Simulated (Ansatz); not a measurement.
# Sn (hcp): energy against volume

Computed with Ansatz 0.2.0, DFT, PBEsol, plane waves (420 eV) with PAW, scalar-relativistic. The PAW files were generated under PBE, with cores re-solved for the functional.

The cell is scaled uniformly from the relaxed one, with fractional coordinates and shape fixed. Energies are extrapolated to zero smearing, pressures are those at the given smearing. Magnetic state: spin not included.

A Birch-Murnaghan fit gives V₀ = 26.18 Å³/atom, B₀ = 55 GPa, B₀′ = 5.0.

Q: What are the energy above the minimum and the pressure at 25.182 Å³/atom?

A: 7.0 meV/atom and 2.46 GPa as computed.

Q: What are the energy above the minimum and the pressure at 27.281 Å³/atom?

A: 7.3 meV/atom and -1.94 GPa as computed.

Q: What are the energy above the minimum and the pressure at 29.380 Å³/atom?

A: 53.1 meV/atom and -4.70 GPa as computed.
